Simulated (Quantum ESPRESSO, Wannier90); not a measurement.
**Wannierisation of LiTaO₃ (R3c)**

```
begin unit_cell_cart
ang
   -2.5669800472    4.4461398638    0.0000000000
   -5.1339600944    0.0000000000    0.0000000000
   -2.5669800472    1.4820466213    4.6054330000
end unit_cell_cart
begin atoms_frac
Li  -0.2832200000 -0.2832200000 -0.1503400000
Li   0.2167800000  0.2167800000  0.3496600000
Ta   0.0005430000  0.0005430000 -0.0016290000
Ta  -0.4994570000 -0.4994570000  0.4983710000
O    0.1332700000  0.3856900000 -0.2944900000
O    0.3856900000 -0.2244700000 -0.2944900000
O   -0.2244700000  0.1332700000 -0.2944900000
O    0.2755300000 -0.1143100000  0.2055100000
O   -0.3667300000  0.2755300000  0.2055100000
O   -0.1143100000 -0.3667300000  0.2055100000
end atoms_frac
```

Cell from Materials Project (mp-3666), symmetrised, no further relaxation. COD (Crystallography Open Database) has an entry of this formula and space group (matched by these alone). Computed values, not measurements, from PBEsol: Quantum ESPRESSO (norm-conserving PseudoDojo potentials, cutoff 68 Ry, no spin polarisation, no spin-orbit coupling) on a Γ-centred 4×4×4 mesh, then Wannier90. Density: 8×8×8 mesh, cold smearing 0.01 Ry. Spin-orbit coupling is left out although heavy elements are present.

Functional, cutoff and mesh named above are those of the base row (PBEsol); the first column says what each row takes instead. Model: 28 functions from bands 17-66, start hydrogen-like Ta: d; O: p, disentangled but not localised (num_iter = 0), frozen window tied to the conduction edge or Fermi level of each row, as listed, which moves Ω_I and hoppings a little by itself. Energies are relative to the valence-band maximum; the misfit is to pw.x on a path, for states up to 4.8 eV relative to the valence-band maximum. The functional changes, each with its own PseudoDojo files and their cutoffs, on the same cell. The disentangled Ω_I can sit in another minimum from row to row.

| functional | frozen to (eV) | Ω_I (Å²) | rms misfit (meV) | gap (eV) | bottom of band 17 (eV) | on-site O5 pz minus Ta3 dz2 (eV) | hopping modulus O10 px – Ta3 dxz, R = 0 0 0 (eV) | hopping modulus O7 py – O6 py, R = 0 0 0 (eV) | hopping modulus Ta4 dxy – Ta3 dxz, R = 0 0 0 (eV) |
|---|---|---|---|---|---|---|---|---|---|
| LDA | 5.29 | 25.01 | 1.1 | 3.79 | -4.95 | -4.75 | 2.686 | 0.623 | 0.181 |
| PBE | 5.41 | 24.73 | 0.9 | 3.92 | -4.89 | -4.86 | 2.690 | 0.616 | 0.176 |
| PBEsol | 5.35 | 24.97 | 1.1 | 3.85 | -4.94 | -4.81 | 2.696 | 0.624 | 0.180 |
